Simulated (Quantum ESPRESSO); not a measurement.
## SnHf2Mg3GaY (finding a planted mistake in a log)

Computed values, not a measurement. The program is pw.x of Quantum ESPRESSO 7.5 (plane-wave density functional theory). The cell is made up: eight metal atoms on a hexagonal close-packed lattice, with elements, volume, strain and displacements drawn at random and not relaxed, so it may be unstable or far from any real phase. PseudoDojo standard norm-conserving files set the functional (PBE unless stated); there is no spin polarisation or spin-orbit coupling, the Fermi-Dirac width of 0.25 eV means electrons at about 2900 K, and the masses in the input are unused placeholders. The tin pseudopotential is less sure than most, with forces differing by about three percent from a second method on plain tin. Heavy elements are run without spin-orbit coupling, which real alloys of them have. A spin test at this wide smearing found no moment, but such smearing suppresses magnetism that the real alloy may have.

Intended input:

```
&control calculation='scf', pseudo_dir='./dojo.nc.sr.pbe.v0_5.standard.upf', outdir='./o', disk_io='minimal', tprnfor=.true., tstress=.true. /
&system ibrav=0, nat=8, ntyp=5, nbnd=58, ecutwfc=84.00895049, nosym=.true., tot_charge=0,
 occupations='smearing', smearing='fd', degauss=0.0183746611
/
&electrons conv_thr=1.470e-08, electron_maxstep=70, mixing_beta=0.5 /
ATOMIC_SPECIES
Ga 1.0 Ga.upf
Hf 1.0 Hf.upf
Mg 1.0 Mg.upf
Sn 1.0 Sn.upf
Y 1.0 Y.upf
CELL_PARAMETERS angstrom
-3.1636 0.0 0.0
0.0 0.0 -4.9653
0.0 -10.9589 0.0
ATOMIC_POSITIONS angstrom
Sn 0.0677 0.083 0.0361
Hf 0.2173 -5.384 0.027
Mg -0.0531 -3.5588 -2.3379
Hf -0.0676 -9.1142 -2.4371
Mg -1.5477 -2.6044 0.0422
Ga -1.6854 -8.0867 -0.0499
Y -1.638 -0.9432 -2.5177
Mg -1.6301 -6.4433 -2.419
K_POINTS automatic
7 5 2 1 1 1
```

The log is shortened where brackets say so; the opening notice, blank lines, dates and the lines on written files are dropped, and the path of the files is cut. It prints rydbergs, bohrs and kilobars, and counts compression as positive stress. Its total energy is the free energy E - TS of the whole cell.

Log of the intended run:

```
     Program PWSCF v.7.5
     Parallel version (MPI & OpenMP), running on       4 processor cores
     Number of MPI processes:                 4
     Threads/MPI process:                     1
     [start-up lines left out]
     bravais-lattice index     =            0
     lattice parameter (alat)  =       5.9783  a.u.
     unit-cell volume          =    1161.6910 (a.u.)^3
     number of atoms/cell      =            8
     number of atomic types    =            5
     number of electrons       =        92.00
     number of Kohn-Sham states=           58
     kinetic-energy cutoff     =      84.0090  Ry
     charge density cutoff     =     336.0358  Ry
     scf convergence threshold =      1.5E-08
     mixing beta               =       0.5000
     number of iterations used =            8  plain     mixing
     Exchange-correlation= PBE
                           (   1   4   3   4   0   0   0)
     [axes and pseudopotential details left out]
   Cartesian axes
     site n.     atom                  positions (alat units)
         1        Sn     tau(   1) = (   0.0213997   0.0262359   0.0114111  )
         2        Hf     tau(   2) = (   0.0686876  -1.7018586   0.0085346  )
         3        Mg     tau(   3) = (  -0.0167847  -1.1249210  -0.7389999  )
         4        Hf     tau(   4) = (  -0.0213681  -2.8809584  -0.7703566  )
         5        Mg     tau(   5) = (  -0.4892211  -0.8232393   0.0133392  )
         6        Ga     tau(   6) = (  -0.5327475  -2.5561702  -0.0157732  )
         7        Y      tau(   7) = (  -0.5177646  -0.2981414  -0.7958339  )
         8        Mg     tau(   8) = (  -0.5152674  -2.0366987  -0.7646352  )
     number of k points=    35  Fermi-Dirac smearing, width (Ry)=  0.0184
                       cart. coord. in units 2pi/alat
        k(    1) = (  -0.0714286  -0.0721697  -0.0637142), wk =   0.0571429
        k(    2) = (  -0.0714286   0.0721697  -0.0637142), wk =   0.0571429
     [further k points left out]
     Dense  grid:   120957 G-vectors     FFT dimensions: (  36,  60, 125)
     Estimated max dynamical RAM per process >     321.88 MB
     Estimated total dynamical RAM >       1.17 GB
     Initial potential from superposition of free atoms
     starting charge      91.9852, renormalised to      92.0000
     Starting wfcs are   63 randomized atomic wfcs
     total cpu time spent up to now is        5.1 secs
     per-process dynamical memory:   231.5 Mb
     Self-consistent Calculation
     iteration #  1     ecut=    84.01 Ry     beta= 0.50
     Davidson diagonalization with overlap
     ethr =  1.00E-02,  avg # of iterations =  4.3
     total cpu time spent up to now is       16.0 secs
     total energy              =    -973.39121603 Ry
     estimated scf accuracy    <       1.27938996 Ry
     iteration #  2     ecut=    84.01 Ry     beta= 0.50
     Davidson diagonalization with overlap
     ethr =  1.39E-03,  avg # of iterations =  7.1
     total cpu time spent up to now is       38.2 secs
     total energy              =    -971.64287303 Ry
     estimated scf accuracy    <      58.12310416 Ry
     [iterations 3 to 13 left out]
     iteration # 14     ecut=    84.01 Ry     beta= 0.50
     Davidson diagonalization with overlap
     ethr =  1.72E-10,  avg # of iterations =  2.0
     total cpu time spent up to now is      184.6 secs
     total energy              =    -974.21128235 Ry
     estimated scf accuracy    <       0.00000009 Ry
     iteration # 15     ecut=    84.01 Ry     beta= 0.50
     Davidson diagonalization with overlap
     ethr =  1.01E-10,  avg # of iterations =  2.0
     total cpu time spent up to now is      194.4 secs
     End of self-consistent calculation
     [lines on levels left out]
!    total energy              =    -974.21128235 Ry
     estimated scf accuracy    <          8.8E-09 Ry
     smearing contrib. (-TS)   =      -0.08930061 Ry
     internal energy E=F+TS    =    -974.12198174 Ry
     The total energy is F=E-TS. E is the sum of the following terms:
     one-electron contribution =    -433.94434605 Ry
     hartree contribution      =     245.37869293 Ry
     xc contribution           =    -206.72470130 Ry
     ewald contribution        =    -578.83162732 Ry
     convergence has been achieved in  15 iterations
     Forces acting on atoms (cartesian axes, Ry/au):
     atom    1 type  4   force =    -0.01066173    0.01249789   -0.01802377
     atom    2 type  2   force =    -0.02364193   -0.02215943    0.01503934
     atom    3 type  3   force =    -0.00387076   -0.04253257   -0.01840918
     atom    4 type  2   force =     0.00221108    0.02366717   -0.00733547
     atom    5 type  3   force =     0.00597430   -0.03180089   -0.00097780
     atom    6 type  1   force =     0.00800380    0.01005524    0.01164120
     atom    7 type  5   force =     0.00414305    0.04237675    0.02814232
     atom    8 type  3   force =     0.01784220    0.00789583   -0.01007663
     Total force =     0.095333     Total SCF correction =     0.000394
     Computing stress (Cartesian axis) and pressure
          total   stress  (Ry/bohr**3)                   (kbar)     P=       42.33
   0.00027458  -0.00008770   0.00000137           40.39      -12.90        0.20
  -0.00008770   0.00028480  -0.00002262          -12.90       41.90       -3.33
   0.00000137  -0.00002262   0.00030390            0.20       -3.33       44.70
     init_run     :      4.57s CPU      4.87s WALL (       1 calls)
     electrons    :    188.24s CPU    189.40s WALL (       1 calls)
     forces       :      1.87s CPU      1.91s WALL (       1 calls)
     stress       :      6.06s CPU      6.07s WALL (       1 calls)
     [timing details left out]
     PWSCF        :   3m20.98s CPU   3m22.68s WALL
     JOB DONE.
```

A second run was made from an input with one planted mistake. Its log:

```
     Program PWSCF v.7.5
     Parallel version (MPI & OpenMP), running on       4 processor cores
     Number of MPI processes:                 4
     Threads/MPI process:                     1
     [start-up lines left out]
     bravais-lattice index     =            0
     lattice parameter (alat)  =       5.9783  a.u.
     unit-cell volume          =    1161.6910 (a.u.)^3
     number of atoms/cell      =            8
     number of atomic types    =            5
     number of electrons       =        92.00
     number of Kohn-Sham states=           58
     kinetic-energy cutoff     =      84.0090  Ry
     charge density cutoff     =     336.0358  Ry
     scf convergence threshold =      1.5E-08
     mixing beta               =       0.5000
     number of iterations used =            8  plain     mixing
     Exchange-correlation= PBESOL
                           (   1   4  10   8   0   0   0)
     [axes and pseudopotential details left out]
   Cartesian axes
     site n.     atom                  positions (alat units)
         1        Sn     tau(   1) = (   0.0213997   0.0262359   0.0114111  )
         2        Hf     tau(   2) = (   0.0686876  -1.7018586   0.0085346  )
         3        Mg     tau(   3) = (  -0.0167847  -1.1249210  -0.7389999  )
         4        Hf     tau(   4) = (  -0.0213681  -2.8809584  -0.7703566  )
         5        Mg     tau(   5) = (  -0.4892211  -0.8232393   0.0133392  )
         6        Ga     tau(   6) = (  -0.5327475  -2.5561702  -0.0157732  )
         7        Y      tau(   7) = (  -0.5177646  -0.2981414  -0.7958339  )
         8        Mg     tau(   8) = (  -0.5152674  -2.0366987  -0.7646352  )
     number of k points=    35  Fermi-Dirac smearing, width (Ry)=  0.0184
                       cart. coord. in units 2pi/alat
        k(    1) = (  -0.0714286  -0.0721697  -0.0637142), wk =   0.0571429
        k(    2) = (  -0.0714286   0.0721697  -0.0637142), wk =   0.0571429
     [further k points left out]
     Dense  grid:   120957 G-vectors     FFT dimensions: (  36,  60, 125)
     Estimated max dynamical RAM per process >     321.88 MB
     Estimated total dynamical RAM >       1.17 GB
     Initial potential from superposition of free atoms
     starting charge      91.9863, renormalised to      92.0000
     Starting wfcs are   63 randomized atomic wfcs
     total cpu time spent up to now is        6.6 secs
     per-process dynamical memory:   231.6 Mb
     Self-consistent Calculation
     iteration #  1     ecut=    84.01 Ry     beta= 0.50
     Davidson diagonalization with overlap
     ethr =  1.00E-02,  avg # of iterations =  4.3
     total cpu time spent up to now is       20.2 secs
     total energy              =    -972.13226691 Ry
     estimated scf accuracy    <       1.23603399 Ry
     iteration #  2     ecut=    84.01 Ry     beta= 0.50
     Davidson diagonalization with overlap
     ethr =  1.34E-03,  avg # of iterations =  7.1
     total cpu time spent up to now is       34.0 secs
     total energy              =    -970.41019043 Ry
     estimated scf accuracy    <      56.78917483 Ry
     [iterations 3 to 13 left out]
     iteration # 14     ecut=    84.01 Ry     beta= 0.50
     Davidson diagonalization with overlap
     ethr =  1.88E-10,  avg # of iterations =  2.0
     total cpu time spent up to now is      166.2 secs
     total energy              =    -972.92266465 Ry
     estimated scf accuracy    <       0.00000007 Ry
     iteration # 15     ecut=    84.01 Ry     beta= 0.50
     Davidson diagonalization with overlap
     ethr =  7.95E-11,  avg # of iterations =  2.0
     total cpu time spent up to now is      176.2 secs
     End of self-consistent calculation
     [lines on levels left out]
!    total energy              =    -972.92266465 Ry
     estimated scf accuracy    <          7.2E-09 Ry
     smearing contrib. (-TS)   =      -0.08974310 Ry
     internal energy E=F+TS    =    -972.83292155 Ry
     The total energy is F=E-TS. E is the sum of the following terms:
     one-electron contribution =    -434.64737490 Ry
     hartree contribution      =     245.04902933 Ry
     xc contribution           =    -204.40294865 Ry
     ewald contribution        =    -578.83162732 Ry
     convergence has been achieved in  15 iterations
     Forces acting on atoms (cartesian axes, Ry/au):
     atom    1 type  4   force =    -0.01024314    0.01390261   -0.01729042
     atom    2 type  2   force =    -0.02288211   -0.02444973    0.01440479
     atom    3 type  3   force =    -0.00370854   -0.04145232   -0.01805771
     atom    4 type  2   force =     0.00243894    0.01919055   -0.00639130
     atom    5 type  3   force =     0.00580925   -0.03014418   -0.00092377
     atom    6 type  1   force =     0.00730788    0.00903858    0.01060425
     atom    7 type  5   force =     0.00380661    0.04741836    0.02727599
     atom    8 type  3   force =     0.01747111    0.00649613   -0.00962183
     Total force =     0.095063     Total SCF correction =     0.000362
     Computing stress (Cartesian axis) and pressure
          total   stress  (Ry/bohr**3)                   (kbar)     P=       16.26
   0.00008978  -0.00008404   0.00000115           13.21      -12.36        0.17
  -0.00008404   0.00011414  -0.00002170          -12.36       16.79       -3.19
   0.00000115  -0.00002170   0.00012774            0.17       -3.19       18.79
     init_run     :      5.69s CPU      6.01s WALL (       1 calls)
     electrons    :    168.88s CPU    169.70s WALL (       1 calls)
     forces       :      3.06s CPU      3.11s WALL (       1 calls)
     stress       :      8.54s CPU      8.56s WALL (       1 calls)
     [timing details left out]
     PWSCF        :   3m 6.78s CPU   3m 8.23s WALL
     JOB DONE.
```

Question: the log repeats what the program read. Compare it with the intended run: what was wrong in the second input?

Answer: the files are those of another functional. The input lines that differ:

```
- &control calculation='scf', pseudo_dir='./dojo.nc.sr.pbe.v0_5.standard.upf', outdir='./o', disk_io='minimal', tprnfor=.true., tstress=.true. /
+ &control calculation='scf', pseudo_dir='./dojo.nc.sr.pbesol.v0_4_1.standard.upf', outdir='./o', disk_io='minimal', tprnfor=.true., tstress=.true. /
```

|  | intended run | run with the mistake |
| --- | --- | --- |
| free energy (eV) | -13254.820 | -13237.287 |
| entropy term -TS, part of it (eV) | -1.215 | -1.221 |
| pressure (GPa) | 4.23 | 1.63 |
| size of the largest force component (eV/Å) | 1.094 | 1.219 |
| largest change of a force component (eV/Å) |  | 0.130 |
| iterations | 15 | 15 |

For scale, a rerun of the intended cell at a higher cutoff and on a denser mesh moved values by no more than 0.011 eV in energy, 0.17 GPa in stress and 0.020 eV/Å in force, and a second program with other atomic files agreed on that cell to 2 % rms in force and 0.5 GPa in pressure. Files of another functional or element have another zero of energy, so the energy change says nothing on stability.